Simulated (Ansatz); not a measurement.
A geometry of Cr away from equilibrium: step 3 of the relaxation of a relaxed Cr cell, doubled along one cell vector, shaken by Gaussian noise of σ = 0.08 Å a coordinate. Calculation: r2SCAN (plane waves to 500 eV, PAW, scalar-relativistic; Ansatz, a first-principles code). Γ-centred k-mesh 16×8×16 on the run's cell (coarser than for final values), Fermi–Dirac smearing 0.05 eV.

```
Cr
1.0
   -1.39532     1.40555     1.39954
    2.87871    -2.80320     2.87925
    1.40000     1.40628    -1.39559
Cr
2
Direct
  0.02088   0.01593   0.02805
  0.02025   0.51980   0.02397
```

Question: Which atoms carry the largest force, and which way does it point?

Answer: 0.20 eV/Å, on Cr1, Cr2 (atoms numbered as listed); on Cr1 its components are (0.10, -0.06, 0.17).

Question: What is the pressure?

Answer: +0.5 GPa, compression positive.

Question: How much energy per atom can still be gained by relaxing?

Answer: 0.01 eV/atom; the path ends in Im-3m (No. 229) (bcc (W type)).

No spin polarisation in the result. A magnetic state may lie lower.

The run could not lose the symmetry of its start.
